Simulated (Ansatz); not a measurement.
An Ansatz (a quantum-chemistry and plane-wave program) run. Input:

Ansatz 0.2 input:
```yaml
crystal:
  lattice:
    - [6.9274997146, 0.0, 0.0]
    - [0.0, 6.9274997146, 0.0]
    - [0.0, 0.0, 6.9274997146]
  atoms:
    - { symbol: Ga, position: [0.3420549634, 0.3420549634, 0.3420549634] }
    - { symbol: Ga, position: [0.6579450366, 0.6579450366, 0.6579450366] }
    - { symbol: Ga, position: [0.1579450366, 0.6579450366, 0.8420549634] }
    - { symbol: Ga, position: [0.8420549634, 0.3420549634, 0.1579450366] }
    - { symbol: Ga, position: [0.8420549634, 0.1579450366, 0.6579450366] }
    - { symbol: Ga, position: [0.1579450366, 0.8420549634, 0.3420549634] }
    - { symbol: Ga, position: [0.6579450366, 0.8420549634, 0.1579450366] }
    - { symbol: Ga, position: [0.3420549634, 0.1579450366, 0.8420549634] }
    - { symbol: As, position: [0.1399707974, 0.1399707974, 0.1399707974] }
    - { symbol: As, position: [0.8600292026, 0.8600292026, 0.8600292026] }
    - { symbol: As, position: [0.3600292026, 0.8600292026, 0.6399707974] }
    - { symbol: As, position: [0.6399707974, 0.1399707974, 0.3600292026] }
    - { symbol: As, position: [0.6399707974, 0.3600292026, 0.8600292026] }
    - { symbol: As, position: [0.3600292026, 0.6399707974, 0.1399707974] }
    - { symbol: As, position: [0.8600292026, 0.6399707974, 0.3600292026] }
    - { symbol: As, position: [0.1399707974, 0.3600292026, 0.6399707974] }
kpoints:
  mp_grid: { grid: [5, 5, 5] }
  band_path:
    path:
      - [[0.0, 0.0, 0.0], [0.0, 0.5, 0.0], [0.5, 0.5, 0.0], [0.0, 0.0, 0.0], [0.5, 0.5, 0.5], [0.0, 0.5, 0.0]]  # Γ-X-M-Γ-R-X
      - [[0.5, 0.5, 0.5], [0.5, 0.5, 0.0], [0.5, 0.0, 0.0]]  # R-M-X_1
    npoints: 10
basis: { xc_grid: 2 }
hamiltonian:
  xc: pbesol
  pseudopotentials: { azcp: { folder: ./paw }, kind: paw_fr }
magnetization: { noncollinear: true, spin_orbit: true }
scf:
  n_extra_bands: 32
  convergence: { dr2_threshold: 0.0000000001 }
  occupations: { method: gaussian, width: 0.05 }
output: { eigenvalues: true }
```

Output (shortened):

```
Pseudopotential: Ga, paw, valence charge 13
Pseudopotential: As, paw, valence charge 15
Functional definition: PBEsol
non-collinear run that drives no moment, with spin-orbit …
Crystal: 16 atoms, lattice volume = 332.452 Å³
Basis set: ecut = 420 eV, 6619 PW (Γ), exchange–correlation on 96×96×96 points (8 copies of the dense FFT grid, shifted against one another)
Bands: 256, of which v1, the nominal top of the filled ones, is band 224 counted from 1 (223 counted from 0)
Symmetry: 24 space group operations + 24 with time reversal
k-points: 11 of 125
Projection manifold: j_resolved (fully-relativistic pseudo-atomic orbitals)
SCF iter   1: F=—  HF=-68455.460237 eV  |F-HF|=—  |Δ(HF+E_count)|=         —  Δρ=4.29e-2  dr2=3.36e0  dr2_m=0.00e0 (ungated)  ethr=3.10e-3  |M|=0.00e0 ∫|m|=0.00e0 μB  |m|>n=0.0e0 m-floor=0.0e0 τ_xc=0.0e0  β_m=0.30  ⟨swp⟩=6.5  Hψ=6139  notcnv=0  defer=22
preconditioner: auto → Resta (q_TF=auto, 2.555 Å⁻¹)
spin=Noncollinear: Resta preconditioning applied to the charge; magnetization (m_x, m_y, m_z) channels mix plain (no charge-response kernel on spin).
SCF iter   2: F=—  HF=-68455.085233 eV  |F-HF|=—  |Δ(HF+E_count)|=   3.75e-1  Δρ=3.10e-2  dr2=1.85e0  dr2_m=0.00e0 (ungated)  ethr=1.50e-3  |M|=0.00e0 ∫|m|=0.00e0 μB  |m|>n=0.0e0 m-floor=0.0e0 τ_xc=0.0e0  β_m=0.65  ⟨swp⟩=2.0  Hψ=1687  notcnv=0  defer=274
SCF iter   3: F=—  HF=-68454.597994 eV  |F-HF|=—  |Δ(HF+E_count)|=   4.87e-1  Δρ=2.96e-3  dr2=3.25e-2  dr2_m=0.00e0 (ungated)  ethr=8.26e-4  |M|=0.00e0 ∫|m|=0.00e0 μB  |m|>n=0.0e0 m-floor=0.0e0 τ_xc=0.0e0  β_m=0.61  ⟨swp⟩=2.0  Hψ=1581  notcnv=0  defer=274
SCF iter   4: F=—  HF=-68454.582729 eV  |F-HF|=—  |Δ(HF+E_count)|=   1.53e-2  Δρ=1.73e-3  dr2=8.93e-3  dr2_m=0.00e0 (ungated)  ethr=1.45e-5  |M|=0.00e0 ∫|m|=0.00e0 μB  |m|>n=0.0e0 m-floor=0.0e0 τ_xc=0.0e0  β_m=0.75  ⟨swp⟩=2.0  Hψ=2102  notcnv=0  defer=274
SCF iter   5: F=—  HF=-68454.585162 eV  |F-HF|=—  |Δ(HF+E_count)|=   2.43e-3  Δρ=5.72e-4  dr2=1.12e-3  dr2_m=0.00e0 (ungated)  ethr=3.99e-6  |M|=0.00e0 ∫|m|=0.00e0 μB  |m|>n=0.0e0 m-floor=0.0e0 τ_xc=0.0e0  β_m=0.74  ⟨swp⟩=2.2  Hψ=2035  notcnv=0  defer=274
SCF iter   6: F=—  HF=-68454.585216 eV  |F-HF|=—  |Δ(HF+E_count)|=   5.45e-5  Δρ=2.45e-4  dr2=1.34e-4  dr2_m=0.00e0 (ungated)  ethr=4.99e-7  |M|=0.00e0 ∫|m|=0.00e0 μB  |m|>n=0.0e0 m-floor=0.0e0 τ_xc=0.0e0  β_m=0.75  ⟨swp⟩=2.0  Hψ=2502  notcnv=0  defer=274
SCF iter   7: F=—  HF=-68454.585199 eV  |F-HF|=—  |Δ(HF+E_count)|=   1.74e-5  Δρ=4.52e-5  dr2=7.16e-6  dr2_m=0.00e0 (ungated)  ethr=5.97e-8  |M|=0.00e0 ∫|m|=0.00e0 μB  |m|>n=0.0e0 m-floor=0.0e0 τ_xc=0.0e0  β_m=0.79  ⟨swp⟩=2.0  Hψ=2502  notcnv=0  defer=274
SCF iter   8: F=—  HF=-68454.585184 eV  |F-HF|=—  |Δ(HF+E_count)|=   1.47e-5  Δρ=1.56e-5  dr2=7.25e-7  dr2_m=0.00e0 (ungated)  ethr=3.20e-9  |M|=0.00e0 ∫|m|=0.00e0 μB  |m|>n=0.0e0 m-floor=0.0e0 τ_xc=0.0e0  β_m=0.89  ⟨swp⟩=2.0  Hψ=2640  notcnv=0  defer=274
SCF iter  11: F=-68454.585185 eV  HF=-68454.585185 eV  |F-HF|=2.91e-11  |Δ(HF+E_count)|=  5.97e-10  Δρ=1.86e-7  dr2=8.37e-11  dr2_m=0.00e0 (ungated)  ethr=1.00e-12  |M|=0.00e0 ∫|m|=0.00e0 μB  |m|>n=0.0e0 m-floor=0.0e0 τ_xc=0.0e0  ⟨swp⟩=8.6  Hψ=6153  notcnv=0
SCF 1 converged in 11 iterations: F = -68454.585185 eV  dr2 = 8.37e-11
NSCF: frozen V_eff on 72 k-points
SCF converged after 11 iterations
Magnetization: |M| = 0.0000 μB,  M = (+0.0000, +0.0000, +0.0000) μB
Absolute magnetization: 0.0000 μB (∫|m|)
  site 0: m = (+0.0000, +0.0000, +0.0000) μB, |m| = 0.0000 μB  (R = 1.00 Å)
  site 1: m = (+0.0000, +0.0000, +0.0000) μB, |m| = 0.0000 μB  (R = 1.00 Å)
  site 2: m = (+0.0000, +0.0000, +0.0000) μB, |m| = 0.0000 μB  (R = 1.00 Å)
  site 3: m = (+0.0000, +0.0000, +0.0000) μB, |m| = 0.0000 μB  (R = 1.00 Å)
  site 4: m = (+0.0000, +0.0000, +0.0000) μB, |m| = 0.0000 μB  (R = 1.00 Å)
  site 5: m = (+0.0000, +0.0000, +0.0000) μB, |m| = 0.0000 μB  (R = 1.00 Å)
  site 6: m = (+0.0000, +0.0000, +0.0000) μB, |m| = 0.0000 μB  (R = 1.00 Å)
  site 7: m = (+0.0000, +0.0000, +0.0000) μB, |m| = 0.0000 μB  (R = 1.00 Å)
  site 8: m = (+0.0000, +0.0000, +0.0000) μB, |m| = 0.0000 μB  (R = 1.00 Å)
  site 9: m = (+0.0000, +0.0000, +0.0000) μB, |m| = 0.0000 μB  (R = 1.00 Å)
  site 10: m = (+0.0000, +0.0000, +0.0000) μB, |m| = 0.0000 μB  (R = 1.00 Å)
  site 11: m = (+0.0000, +0.0000, +0.0000) μB, |m| = 0.0000 μB  (R = 1.00 Å)
  site 12: m = (+0.0000, +0.0000, +0.0000) μB, |m| = 0.0000 μB  (R = 1.00 Å)
  site 13: m = (+0.0000, +0.0000, +0.0000) μB, |m| = 0.0000 μB  (R = 1.00 Å)
  site 14: m = (+0.0000, +0.0000, +0.0000) μB, |m| = 0.0000 μB  (R = 1.00 Å)
  site 15: m = (+0.0000, +0.0000, +0.0000) μB, |m| = 0.0000 μB  (R = 1.00 Å)
Free energy (F): -68454.585185 eV
Harris-Foulkes:  -68454.585185 eV  (|F-HF|=2.91e-11)
Internal energy: -68454.584300 eV  (E = F + TS)
E sigma→0 (E₀):  -68454.584742 eV
Entropy (-TS):   -0.000885 eV (-0.055 meV/atom)
Fermi energy:    9.271917 eV
--- Per-component energies (eV) ---
  E_band       = -2350.602894
  E_kinetic    = 1677.300344
  E_local      = -27180.861331  (includes V_loc(G=0)·N_el)
  E_nonlocal   = -3872.162021
  E_hartree    = 16110.585758
  E_xc         = -1063.902181
  E_vxc        = -1040.012127  (∫ρ·V_xc dr)
  E_paw        = -31385.449647  (= ΣΔE_a)
  E_vpaw       = -4156.037971  (= ΣTr[D̂ρ^β])
  E_aug_tail   = -0.001842  (compensation charges beyond the density's cutoff)
  E_ewald      = -22754.777244
  E_core_change = 14.683864  (= ΣΔE_core)
  E_smearing   = -0.000885  (= −TS)
  E_closure    = 0.000000  (closes the sum)
  Σ components = -68454.585185   (vs F -68454.585185, Δ=0.00e0)
  [band-id]    e_kinetic+e_local+e_nonlocal+2·e_hartree+e_vxc+e_vpaw+e_augmentation_tail = -2350.603432   (vs E_band -2350.602894, Δ=-5.38e-4)
--- Band table (eV; the first three rows and the last of 11) ---
  k-point 0: bands = ["-26.7898", "-26.7898", "-26.7898", "-26.7898", "-26.7898", "-26.7898", "-26.7898", "-26.7898", "-26.7894", "-26.7894", "-26.7894", "-26.7894", "-26.7891", "-26.7891", "-26.7891", "-26.7891", "-26.7720", "-26.7720", "-26.7720", …
  k-point 1: bands = ["-26.7898", "-26.7898", "-26.7898", "-26.7898", "-26.7898", "-26.7898", "-26.7897", "-26.7897", "-26.7894", "-26.7894", "-26.7893", "-26.7893", "-26.7891", "-26.7891", "-26.7891", "-26.7891", "-26.7720", "-26.7720", "-26.7719", …
  k-point 2: bands = ["-26.7898", "-26.7898", "-26.7898", "-26.7898", "-26.7897", "-26.7897", "-26.7897", "-26.7897", "-26.7894", "-26.7894", "-26.7893", "-26.7893", "-26.7892", "-26.7892", "-26.7892", "-26.7892", "-26.7720", "-26.7720", "-26.7719", …
  k-point 10: bands = ["-26.7897", "-26.7897", "-26.7897", "-26.7897", "-26.7896", "-26.7896", "-26.7895", "-26.7895", "-26.7895", "-26.7895", "-26.7894", "-26.7894", "-26.7893", "-26.7893", "-26.7893", "-26.7893", "-26.7719", "-26.7719", "-26.7719", …
```

Cost: around 25 core-minutes (rough) on shared cores.

Space group Pa-3. The first step of the workflow began from a Materials Project structure, measured or hypothetical; the Crystallography Open Database copy checked does not list it. It is not the phase usual at ambient conditions (space group No. 216). The PBEsol relaxation kept the symmetry of its start; whether a distortion lowers the energy is not shown.

Potentials: the earlier of the program's two PAW sets. The files were generated under PBE; for other functionals the program regenerates the frozen cores, and for LDA and PBEsol the local potential too.

Ansatz is a plane-wave DFT program.
